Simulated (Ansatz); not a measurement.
Input:

YF3 (space group Pnma)

```xyz
16
Lattice="6.3304 0.0000 0.0000 0.0000 6.8393 0.0000 0.0000 0.0000 4.3695" Properties=species:S:1:pos:R:3 pbc="T T T"
Y      3.9939     5.1295     4.1014
Y      2.3364     1.7098     0.2681
Y      5.5016     1.7098     1.9167
Y      0.8288     5.1295     2.4528
F      1.0449     2.9878     1.6518
F      5.2854     3.8515     2.7177
F      2.1202     3.8515     3.8365
F      4.2101     2.9878     0.5330
F      4.2101     0.4318     0.5330
F      2.1202     6.4075     3.8365
F      5.2854     6.4075     2.7177
F      1.0449     0.4318     1.6518
F      3.3112     1.7098     2.5755
F      3.0192     5.1295     1.7939
F      6.1844     5.1295     0.3908
F      0.1460     1.7098     3.9787
```

E(V) scan at fixed shape, V₀ the volume above. The atoms relax within the cell's symmetry.

Computed with PBEsol (plane waves to 420 eV, PAW, scalar-relativistic; Ansatz, a first-principles code). k mesh 4×4×6 (Γ-centred), Fermi-Dirac smearing 0.05 eV. Energies are smeared free energies. Stress and pressure are positive under compression. With the shape held, the modulus is that of even scaling; a crystal free to change shape is softer. YF3 is run without spin polarisation. YF3 was relaxed with its symmetry unable to fall. The zero of ΔE is the relaxed starting cell.

The scan covers V/V₀ from 0.900 to 1.100 in 13 points.

Task: What is the fitted pressure derivative B₀′?

Result: 5.6.

Task: What bulk modulus at fixed cell shape B₀ follows from a third-order Birch-Murnaghan fit?

Result: 122 GPa.

(A scan under strain: stresses follow from slopes of the energy per volume, elastic moduli from its curvatures.)
